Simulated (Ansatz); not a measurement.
The relaxed structure here is a generated cell of AlPd: the first start was made by placing the elements on the sites of a structure type, and the end was not matched to a known phase here, so it may be hypothetical.

One starting cell of AlPd (a generated trial cell of AlPd in the AFLOW prototype AB_hR6_160_3a_3a (as in SiC)) was relaxed twice with Ansatz (plane waves, PAW, scalar-relativistic): with PBEsol at 420 eV and with PBE at 420 eV. The PBEsol result:

```xyz
6
Lattice="2.0525 1.1850 6.8013 -2.0525 1.1850 6.8013 0.0000 -2.3700 6.8013" Properties=species:S:1:pos:R:3 pbc="T T T"
Pd     0.0000     0.0000    19.9648
Pd     0.0000     0.0000     4.6915
Pd     0.0000     0.0000    14.8203
Al     0.0000     0.0000     2.2211
Al     0.0000     0.0000     7.2136
Al     0.0000     0.0000    17.4013
```

```tsv
quantity	PBEsol	PBE
space group	R3m	R3m
volume (Å³/atom)	16.54	[?]
a (Å)	4.105	[?]
c (Å)	20.404	[?]
gap (eV, no spin-orbit coupling)	0.00	[?]
```

Task: Fill in the PBE column.

Result: 
- volume (Å³/atom), PBE: 17.16
- a (Å), PBE: 4.154
- c (Å), PBE: 20.662
- gap (eV, no spin-orbit coupling), PBE: 0.00

Both levels end in the same structure; PBE's volume is 3.7 % larger. Neither column is exact.

No spin polarisation in the result.

The run could not lose the symmetry of its start, so the end can be a saddle point.

Ansatz is a program for electronic structure.
